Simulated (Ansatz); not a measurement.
### Question
Each is relaxed and computed with PBE (plane waves, PAW; program Ansatz). Which alone has a direct gap?
A. Bi2Te3, La2O3 or Ni2Al3 type
B. CaO, zinc blende
C. PbS, zinc blende
D. CdTe, zinc blende

### Answer
D, CdTe, zinc blende. CdTe: gap 0.58 eV (direct); PbS: gap 0.85 eV (indirect); Bi2Te3: gap 0.73 eV (indirect); CaO: gap 3.28 eV (indirect). Constructed cells (a structure type filled with these elements, in neither database checked): Bi2Te3, La2O3 or Ni2Al3 type. Typed or built starts, not in the databases checked: PbS, zinc blende; CaO, zinc blende. Not the usual ambient phase: PbS, zinc blende; Bi2Te3, La2O3 or Ni2Al3 type; CaO, zinc blende. All cells were relaxed under the symmetry of their starts (and spin orders); stability against distortions was not tested throughout. Scalar-relativistic: spin–orbit coupling is off unless named, which matters more the heavier the elements.

Potentials: the earlier of the program's two PAW sets.
